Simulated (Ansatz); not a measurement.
# W (Im-3m): elasticity against pressure

```
CELL_PARAMETERS angstrom
-1.57705 1.57705 1.57705
1.57705 -1.57705 1.57705
1.57705 1.57705 -1.57705
ATOMIC_POSITIONS crystal
W 0.00000 0.00000 0.00000
```

This is the zero-pressure cell. At each pressure cell and atoms are relaxed in this structure, and the constants are slopes of the stress at strains of ±0.005 with relaxed ions (the coefficients that govern stability under load). Level: PBEsol, PAW on Ansatz 0.2.0's default frozen-core files (fitted under PBE), scalar-relativistic; k mesh 24×24×24, strains of ±0.005, Fermi-Dirac smearing of 0.080 eV, cutoff 420 eV. P is the pressure of the relaxed cell, less that of this one.

```csv
P (GPa),V/V₀,C11 (GPa),C12 (GPa),C44 (GPa)
0.00,1.0000,552.2,207.9,151.6
0.98,0.9970,558.0,211.1,153.2
2.00,0.9939,563.9,214.3,154.8
4.00,?,?,?,?
6.99,0.9795,593.0,230.3,162.7
10.01,0.9712,610.5,239.8,167.5
14.99,0.9583,639.2,255.3,175.6
```

**Question.** Does the bulk modulus from the constants agree with the pressure-volume curve?

**Answer.** A third-order Birch-Murnaghan fit to the volumes shown (F against f, f = [(V₀/V)^(2/3) − 1]/2) gives B₀ = 322.6 GPa and B′ = 4.1. Its −V dP/dV stands beside (C11 + 2C12)/3:

```
P (GPa)  from P(V)  from the constants
   0.00      322.6               322.7
   0.98      326.7               326.7
   2.00      330.8               330.9
   6.99      351.1               351.2
  10.01      363.3               363.3
  14.99      383.1               383.3
```

**Question.** What are the pressure derivatives at zero pressure?

**Answer.** Slopes at V₀ of quadratic fits in −ln(V/V₀) through the first four rows shown, divided by B₀: dC11/dP = 5.9, dC12/dP = 3.2, dC44/dP = 1.6. The mean slopes up to 2.0 GPa are 5.9, 3.2, 1.6; curvature and scatter of the constants part the two. The combination (dC11/dP + 2 dC12/dP)/3 = 4.1 stands against B′.

**Question.** Fill the row at 4.00 GPa.

**Answer.** Cubic fits in −ln(V/V₀) through all rows shown give C11 = 575.6, C12 = 220.8, C44 = 158.0 GPa. Computed: V/V₀ = 0.9880, C11 (GPa) = 575.6, C12 (GPa) = 220.8, C44 (GPa) = 158.0.

**Question.** Does a shear stiffness soften?

**Answer.** C44 goes from 151.6 to 175.6 GPa; (C11 − C12)/2 goes from 172.2 to 191.9 GPa. Neither ends more than 3 % under its start, and the lattice stays mechanically stable over this range.

Keep in mind: no other phase was computed; many crystals of this kind change structure within this range, and rows or crossings beyond such a change describe a metastable lattice; frozen-core PAW files fitted under PBE, their cores solved anew for the functional of the run; responses of metals move with mesh and smearing; no spin-orbit coupling on heavy atoms; phonons weren't checked at these pressures.
